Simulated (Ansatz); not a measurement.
C in space group P4_2/ncm (No. 138; C on 8i, C on 4b) at seven volumes, r²SCAN in the plane-wave PAW code Ansatz, shape and atoms relaxed at each. One row is withheld.

```csv
V (Å³/atom),P (GPa)
5.371,?
5.548,29.10
5.725,13.52
5.902,0.00
6.079,-11.74
6.256,-21.93
6.433,-30.77
```

Task: Fit the shown pressures and predict the withheld one.

Result: P = (3/2)B₀(x^(7/2) − x^(5/2))[1 + (3/4)(B′ − 4)(x − 1)] with x = (V₀/V)^(2/3). Least squares on the six rows gives V₀ = 5.902 Å³/atom, B₀ = 419 GPa, B′ = 3.72. At V = 5.371, x = 1.0649 and P = 47.06 GPa. The run itself gave 47.06 GPa.

The start of the workflow was typed in or built on a structure type; neither database checked (COD, Materials Project) lists it. It is not the phase usual at ambient conditions (space group No. 194, 227). The r²SCAN relaxation kept the symmetry of its start; its stability against distortions is not shown here.

Potentials: the earlier of the program's two PAW sets.
